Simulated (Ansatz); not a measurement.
NiSi3P4 (space group I-42m)

```
CELL_PARAMETERS angstrom
     -2.58080     2.58080     5.17550
      2.58080    -2.58080     5.17550
      2.58080     2.58080    -5.17550
ATOMIC_POSITIONS crystal
  Si 0.25000 0.75000 0.50000
  Si 0.75000 0.25000 0.50000
  Si 0.50000 0.50000 0.00000
  Ni 0.00000 0.00000 0.00000
  P  0.64113 0.64113 0.51871
  P  0.35887 0.87758 0.00000
  P  0.12242 0.12242 0.48129
  P  0.87758 0.35887 0.00000
```

The slice is a (1 0 -1) plane (indices of the conventional cell) through the point (0.878, 0.359, 0.000) (fractional), spanned by u = [101] and v = [121] in vectors of this cell: u (5.16 Å) and v (11.57 Å, at 90° to u). It covers one period; positions are fractions (u, v).

All values below come from PBEsol (plane waves to 420 eV, PAW, scalar-relativistic; Ansatz, a quantum-chemistry and plane-wave program). k mesh 9×9×9. Near the nuclei the fields are pseudised (PAW); where an atom keeps semicore shells as valence, they peak there. NiSi3P4 is run without spin polarisation. NiSi3P4 was relaxed with its symmetry unable to fall.

Question: Sketch the electron localisation function (ELF) on this plane as a map.

Answer: 
```
|##@@==::..    ==##|
|##::::..--::    ++|
|::..--::++**..    |
|--::..::##**::  ..|
|**++::--++++====**|
|##==..  ..==++%%@@|
|**..    ..**==**@@|
|..    --**@@@@++++|
|    --##++%%@@==  |
|    ==%%xxxx%%==  |
|..  ::****@@%%::::|
|--..  ::**++::::::|
|##--    ::::::::::|
|%%==    ----....++|
|++++==++****--::++|
|::++++@@@@**--    |
|==**==@@%%--      |
|%%@@##++--    ::++|
|++@@##::    ..**##|
|xx**##..    ..##==|
```
Scale: ten equal steps from 0.03 (start of ' ') to 0.88 (end of '@'), in the order ' .:-=+*#%@'. Values: electron localisation function (ELF). The map has 9 points along u (two characters each, u = 0 at the left) and 20 along v (v = 0 in the bottom row). Points within 0.4 Å of a nucleus are blanked (x), as the pseudised field means little there.
